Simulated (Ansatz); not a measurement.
Data:

SiO₂:
```yaml
crystal:
  lattice:
    - [4.92056, 0.00000, 0.00000]
    - [-2.46028, 4.26133, 0.00000]
    - [0.00000, 0.00000, 5.41633]
  atoms:
    - { symbol: Si, position: [0.00000, 0.46897, 0.33333] }
    - { symbol: Si, position: [0.53103, 0.53103, 0.00000] }
    - { symbol: Si, position: [0.46897, 0.00000, 0.66667] }
    - { symbol: O, position: [0.14414, 0.73098, 0.54876] }
    - { symbol: O, position: [0.26902, 0.41316, 0.21542] }
    - { symbol: O, position: [0.58684, 0.85586, 0.88209] }
    - { symbol: O, position: [0.73098, 0.14414, 0.45124] }
    - { symbol: O, position: [0.41316, 0.26902, 0.78458] }
    - { symbol: O, position: [0.85586, 0.58684, 0.11791] }
```

This is the r²SCAN-relaxed structure.

Problem. All from r²SCAN (plane waves, PAW; program Ansatz), unless another level is named. Estimate the band gap.

Solution. 6.60 eV (indirect).

Problem. What about the HSE06 gap on the r²SCAN cell?

Solution. 7.78 eV.

Problem. Give the valence-band maximum.

Solution. at K.

Problem. And the weight of the conduction-edge state by species (Voronoi cells)?

Solution. O 78 %, Si 22 %.

Space group P3_221. The r²SCAN relaxation kept the symmetry of its start.

Potentials: the later of the program's two PAW sets.
